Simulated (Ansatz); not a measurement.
## TiCo (Pm-3m): ferro- and antiferromagnetic starts

```
CELL_PARAMETERS angstrom
2.98611 0.00000 0.00000
0.00000 2.98611 0.00000
0.00000 0.00000 5.97222
ATOMIC_POSITIONS crystal
Ti 0.00000 0.00000 0.00000
Ti 0.00000 0.00000 0.50000
Co 0.50000 0.50000 0.25000
Co 0.50000 0.50000 0.75000
```

The source of the geometry is a structure from the Materials Project, repeated to hold the magnetic orders; atoms and cell stay fixed.

Functional, mesh and filling: PBE, 12×12×6 k mesh, Fermi–Dirac smearing of 0.03 eV. PAW means Ansatz 0.2.0 on its default frozen-core files. Site moments are integrated in spheres about the atoms. Start moments (μB): Ti1 1, Ti2 1, Co3 2, Co4 2.

Energies count from the run that starts all moments parallel. Patterns list the atoms that start with 0.5 μB or more.

```
                 start  ΔF PAW (meV/atom)  largest moment, PAW (μB)  M, PAW (μB/cell)  order at the end, PAW  P, PAW (GPa)
Ti1↑, Ti2↑, Co3↑, Co4↑                0.0                      0.97              1.77                changed          -0.2
            Co3↑, Co4↓                  ?                      0.82              0.00                   kept          -0.8
            Co3↓, Co4↓                0.0                      0.97              1.77                   kept          -0.2
  no spin polarisation                  ?                      0.00              0.00                      –          -2.5
```

**Question.** What belongs in the row "Co3↑, Co4↓", column "ΔF PAW (meV/atom)"?

**Answer.** +13.5.

**Question.** Fill in "ΔF PAW (meV/atom)" for the row "no spin polarisation".

**Answer.** +24.4.

The lowest of these ends as follows. Site moments (μB): Ti1 0.02, Ti2 0.02, Co3 -0.97, Co4 -0.97. Cell moment -1.77 μB. Orders of other supercells weren't tried and can lie lower.

The start Ti1↑, Ti2↑, Co3↑, Co4↑ ends so. Site moments (μB): Ti1 -0.02, Ti2 -0.02, Co3 0.97, Co4 0.97. Cell moment 1.77 μB.

The Ansatz runs typed with the search for lower states off end where their start leads. None of this fixes the real material's magnetic order: only patterns that fit the cell were computed, at zero temperature, with a functional that can overstate moments.
